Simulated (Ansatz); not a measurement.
Ansatz (a quantum-chemistry and plane-wave program) input:

Ansatz 0.2 input:
```yaml
crystal:
  lattice:
    - [3.2201043797, 0.0, 0.0]
    - [-1.6100521899, 2.7886921957, 0.0]
    - [0.0, 0.0, 3.9077052238]
  atoms:
    - { symbol: Li, position: [0.3333333333, 0.6666666667, 0.25] }
    - { symbol: Li, position: [0.6666666667, 0.3333333333, 0.75] }
    - { symbol: F, position: [0.3333333333, 0.6666666667, 0.75] }
    - { symbol: F, position: [0.6666666667, 0.3333333333, 0.25] }
kpoints:
  mp_grid: { grid: [10, 10, 7] }
hamiltonian:
  xc: lda
  pseudopotentials: { kind: paw }
scf:
  occupations: { method: fixed }
elastic: { mode: relaxed_ion, stencil: two_point, amplitude: 0.005, f_tol: 0.0005 }
```

Output (shortened):

```
Pseudopotential: Li, paw, valence charge 3
Pseudopotential: F, paw, valence charge 7
Functional definition: SPW92
Crystal: 4 atoms, lattice volume = 35.091 Å³
Basis set: ecut = 420 eV, 721 PW (Γ)
Bands: 14, of which v1, the nominal top of the filled ones, is band 10 counted from 1 (9 counted from 0)
Symmetry: 24 space group operations
Space group: P63/mmc (ITA 194), of the structure as read, at distance tolerance 3.3e-5 Å
k-points: 56 of 700
SCF 1 converged in 9 iterations: F = -1997.265200 eV  dr2 = 1.01e-14
Crystal: 4 atoms, lattice volume = 34.915 Å³
Symmetry: 8 space group operations
k-points: 124 of 700
SCF 2 converged in 8 iterations: F = -1997.264870 eV  dr2 = 9.87e-15
relax step   1: F+E_penalty+E_count = -1997.26487010 eV  Δ(F+E_penalty+E_count) = +0.000e0 eV  max|allowed force component| = 2.254e-2 eV/Å  Δτ_max = 0.0000 Å  (8 SCF iters, accepted)
Crystal: 4 atoms, lattice volume = 34.915 Å³
SCF 3 converged in 7 iterations: F = -1997.264903 eV  dr2 = 1.76e-15
relax step   2: F+E_penalty+E_count = -1997.26490262 eV  Δ(F+E_penalty+E_count) = -3.252e-5 eV  max|allowed force component| = 1.672e-2 eV/Å  Δτ_max = 0.0009 Å  (7 SCF iters, accepted)
Crystal: 4 atoms, lattice volume = 34.915 Å³
SCF 4 converged in 7 iterations: F = -1997.264957 eV  dr2 = 7.01e-14
relax step   3: F+E_penalty+E_count = -1997.26495662 eV  Δ(F+E_penalty+E_count) = -5.400e-5 eV  max|allowed force component| = 2.150e-3 eV/Å  Δτ_max = 0.0024 Å  (7 SCF iters, accepted)
Crystal: 4 atoms, lattice volume = 34.915 Å³
SCF 5 converged in 6 iterations: F = -1997.264958 eV  dr2 = 1.05e-14
relax step   4: F+E_penalty+E_count = -1997.26495771 eV  Δ(F+E_penalty+E_count) = -1.090e-6 eV  max|allowed force component| = 4.856e-5 eV/Å  Δτ_max = 0.0005 Å  (6 SCF iters, accepted)
Crystal: 4 atoms, lattice volume = 34.915 Å³
SCF 6 converged in 2 iterations: F = -1997.264958 eV  dr2 = 2.39e-15
Crystal: 4 atoms, lattice volume = 35.266 Å³
Basis set: ecut = 420 eV, 729 PW (Γ)
SCF 7 converged in 8 iterations: F = -1997.264839 eV  dr2 = 1.15e-14
relax step   1: F+E_penalty+E_count = -1997.26483941 eV  Δ(F+E_penalty+E_count) = +0.000e0 eV  max|allowed force component| = 2.151e-2 eV/Å  Δτ_max = 0.0000 Å  (8 SCF iters, accepted)
Crystal: 4 atoms, lattice volume = 35.266 Å³
SCF 8 converged in 8 iterations: F = -1997.264921 eV  dr2 = 4.80e-14
relax step   2: F+E_penalty+E_count = -1997.26492109 eV  Δ(F+E_penalty+E_count) = -8.167e-5 eV  max|allowed force component| = 1.764e-3 eV/Å  Δτ_max = 0.0024 Å  (8 SCF iters, accepted)
Crystal: 4 atoms, lattice volume = 35.266 Å³
SCF 9 converged in 7 iterations: F = -1997.264922 eV  dr2 = 2.09e-14
relax step   3: F+E_penalty+E_count = -1997.26492162 eV  Δ(F+E_penalty+E_count) = -5.345e-7 eV  max|allowed force component| = 1.532e-5 eV/Å  Δτ_max = 0.0002 Å  (7 SCF iters, accepted)
Crystal: 4 atoms, lattice volume = 35.266 Å³
SCF 10 converged in 2 iterations: F = -1997.264922 eV  dr2 = 3.91e-15
Crystal: 4 atoms, lattice volume = 34.915 Å³
SCF 11 converged in 7 iterations: F = -1997.264872 eV  dr2 = 1.91e-15
Crystal: 4 atoms, lattice volume = 35.266 Å³
Basis set: ecut = 420 eV, 733 PW (Γ)
SCF 12 converged in 5 iterations: F = -1997.264706 eV  dr2 = 3.65e-14
Crystal: 4 atoms, lattice volume = 35.091 Å³
Basis set: ecut = 420 eV, 727 PW (Γ)
Symmetry: 4 space group operations
k-points: 196 of 700
SCF 13 converged in 7 iterations: F = -1997.265024 eV  dr2 = 4.01e-14
relax step   1: F+E_penalty+E_count = -1997.26502419 eV  Δ(F+E_penalty+E_count) = +0.000e0 eV  max|allowed force component| = 1.162e-4 eV/Å  Δτ_max = 0.0000 Å  (7 SCF iters, accepted)
Crystal: 4 atoms, lattice volume = 35.091 Å³
SCF 14 converged in 2 iterations: F = -1997.265024 eV  dr2 = 8.60e-15
Crystal: 4 atoms, lattice volume = 35.091 Å³
SCF 15 converged in 7 iterations: F = -1997.265024 eV  dr2 = 4.52e-14
relax step   1: F+E_penalty+E_count = -1997.26502419 eV  Δ(F+E_penalty+E_count) = +0.000e0 eV  max|allowed force component| = 1.163e-4 eV/Å  Δτ_max = 0.0000 Å  (7 SCF iters, accepted)
Crystal: 4 atoms, lattice volume = 35.091 Å³
SCF 16 converged in 2 iterations: F = -1997.265024 eV  dr2 = 9.01e-15
SCF converged after 9 iterations
Free energy (F): -1997.265200 eV
Harris-Foulkes:  -1997.265200 eV  (|F-HF|=4.55e-13)
Internal energy: -1997.265200 eV  (E = F + TS)
E sigma→0 (E₀):  -1997.265200 eV
Fermi energy:    0.008253 eV
--- Per-component energies (eV) ---
  E_band       = -251.366666
  E_kinetic    = 459.207578
  E_local      = -1407.025557  (includes V_loc(G=0)·N_el)
  E_nonlocal   = 86.253572
  E_hartree    = 500.343798
  E_xc         = -179.460950
  E_vxc        = -232.562887  (∫ρ·V_xc dr)
  E_paw        = -412.866501  (= ΣΔE_a)
  E_vpaw       = -157.930999  (= ΣTr[D̂ρ^β])
  E_aug_tail   = 0.004026  (compensation charges beyond the density's cutoff)
  E_ewald      = -1043.947670
  E_core_change = 0.226503  (= ΣΔE_core)
  E_smearing   =  0.000000  (= −TS)
  E_closure    = 0.000000  (closes the sum)
  Σ components = -1997.265200   (vs F -1997.265200, Δ=0.00e0)
--- Forces (eV/Å), atoms counted from 1 ---
  atom   1  Li     0.00000000     0.00000000     0.00000000
  atom   2  Li     0.00000000     0.00000000     0.00000000
  atom   3  F      0.00000000     0.00000000     0.00000000
  atom   4  F      0.00000000     0.00000000     0.00000000
  max |Σ_I F_I| component: 2.08e-17 eV/Å
--- Stress (GPa, compression-positive) ---
        0.018991       0.000000       0.000000
        0.000000       0.018991       0.000000
        0.000000       0.000000       0.001311
  P = ⅓ Tr σ = 0.0131 GPa (0.131 kbar)
--- Band table (eV; the first three rows and the last of 56) ---
  k-point 0: bands = ["-39.5061", "-39.3824", "-19.6405", "-18.8626", "-3.2283", "-1.4032", "-1.4032", "-0.5004", "-0.5004", "0.0083", "7.8532", "14.9865", "16.5760", "16.5760"]
  k-point 1: bands = ["-39.4996", "-39.3882", "-19.6131", "-18.9146", "-3.0434", "-1.3571", "-1.3571", "-0.5427", "-0.5427", "-0.1253", "8.0870", "14.0868", "16.5362", "16.5362"]
  k-point 2: bands = ["-39.4816", "-39.4045", "-19.5312", "-19.0512", "-2.5372", "-1.2278", "-1.2278", "-0.6634", "-0.6634", "-0.5161", "8.7610", "12.6051", "16.5050", "16.5050"]
  k-point 55: bands = ["-39.4214", "-39.4179", "-19.3146", "-19.2938", "-2.3077", "-2.1748", "-2.0204", "-1.7262", "-0.2036", "-0.1233", "11.6517", "12.2898", "13.9091", "14.0796"]
--- Elastic constants: 3 strain directions × 2 members + reference (group order 24) ---
  dense FFT box of the reference and of every strained cell: 24×24×27
  strains applied: 11, 33, 23; error gains …
  C = ∂σ_k/∂η_j (tension-positive GPa; Voigt order 11 22 33 23 13 12):
        93.138     71.856     43.377      0.000      0.000      0.000
        71.856     93.138     43.377      0.000      0.000      0.000
        43.319     43.319    136.185      0.000      0.000      0.000
         0.000      0.000      0.000     55.021      0.000      0.000
         0.000      0.000      0.000      0.000     55.021      0.000
         0.000      0.000      0.000      0.000      0.000     10.641
  reference stress σ⁰ (GPa):     -0.019     -0.019     -0.001      0.000      0.000      0.000
  moduli (Voigt/Reuss/Hill, GPa): K = 71.06/70.88/70.97   G = 35.06/20.24/27.65   E = 73.42   ν = 0.328
  mechanically stable: yes (min eigenvalue of sym C = 10.64 GPa)
  strain η (Voigt 11):  stress-route row diagonal C_11 = 93.14 GPa, energy-path curvature d²(F+E_count+ΔE)/dδ²/Ω₀ = 93.25 GPa
         δ    σ_11 (GPa)             F (eV)   n_scf  n_hpsi   n_pw
    -5.000e-3      -0.4901       -1997.2649577       2   14552    721   relax 4 steps, max|allowed force component| 4.86e-5 eV/Å
     5.000e-3       0.4413       -1997.2649216       2   14666    729   relax 3 steps, max|allowed force component| 1.53e-5 eV/Å
  strain η (Voigt 33):  stress-route row diagonal C_33 = 136.19 GPa, energy-path curvature d²(F+E_count+ΔE)/dδ²/Ω₀ = 136.49 GPa
         δ    σ_33 (GPa)             F (eV)   n_scf  n_hpsi   n_pw
    -5.000e-3      -0.7033       -1997.2648720       7   12914    721   relax 0 steps, max|allowed force component| 3.93e-17 eV/Å
     5.000e-3       0.6585       -1997.2647055       5   11604    733   relax 0 steps, max|allowed force component| 4.39e-17 eV/Å
  strain η (Voigt 23):  stress-route row diagonal C_44 = 55.02 GPa, energy-path curvature d²(F+E_count+ΔE)/dδ²/Ω₀ = 55.10 GPa
         δ    σ_23 (GPa)             F (eV)   n_scf  n_hpsi   n_pw
    -5.000e-3      -0.2751       -1997.2650242       2   23117    727   relax 1 steps, max|allowed force component| 1.16e-4 eV/Å
     5.000e-3       0.2751       -1997.2650242       2   23109    727   relax 1 steps, max|allowed force component| 1.16e-4 eV/Å
```

Cost: very roughly 50 core-seconds on shared cores.

Space group P6_3/mmc. The start of the workflow was typed in or built on a structure type; neither database checked (COD, Materials Project) lists it. It is not the phase usual at ambient conditions (space group No. 225). Symmetry was held in the LDA relaxation; phonons on a q-mesh show no instability. The volume moved by -45 % from the start of the relaxation. A crystal of weakly bound layers computed without a dispersion correction: the cell and the soft elastic constants depend strongly on that.

Potentials: the later of the program's two PAW sets.

Ansatz is a plane-wave DFT program.
